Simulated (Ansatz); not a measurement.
# Formation energy of CuAu

```yaml
crystal:
  lattice:
    - [2.90930, 0.00000, 0.00000]
    - [0.00000, 2.90930, 0.00000]
    - [0.00000, 0.00000, 3.54252]
  atoms:
    - { symbol: Cu, position: [0.50000, 0.50000, 0.50000] }
    - { symbol: Au, position: [0.00000, 0.00000, 0.00000] }
```

The cell comes from a relaxation on PAW files under the same functional, begun from a database entry that needn't be the ground state.

Computed with Ansatz 0.2.0; functional PBE, scalar-relativistic. Settings: a Γ-centred 15×15×11 k mesh, Fermi–Dirac smearing of 0.05 eV, no spin polarisation. Methods: LAPW: all electrons, basis error target 0.5 meV/atom; PAW: frozen-core files, cutoff 420 eV.

The elements are taken as Au fcc, Cu fcc, each relaxed on PAW files under the same functional and computed by the same method as the compound; zero-point and thermal terms are left out.

Spin–orbit coupling is left out, which matters for the heavy atoms.

**Question.** Give the formation energy by each method, with the residual pressure at this cell and the LAPW gap.

**Answer.** 

| method | ΔE(formation) (eV/atom) | P at this cell (GPa) | gap (eV) |
| --- | --- | --- | --- |
| LAPW | -0.052 | 0.00 | 0.00 |
| PAW | -0.052 | 0.00 | – |

**Question.** Give the LAPW value for one formula unit in kJ/mol.

**Answer.** -0.052 eV/atom × 2 atoms × 96.485 kJ/(mol·eV) = -10.0 kJ/mol, at zero temperature and without zero-point motion.
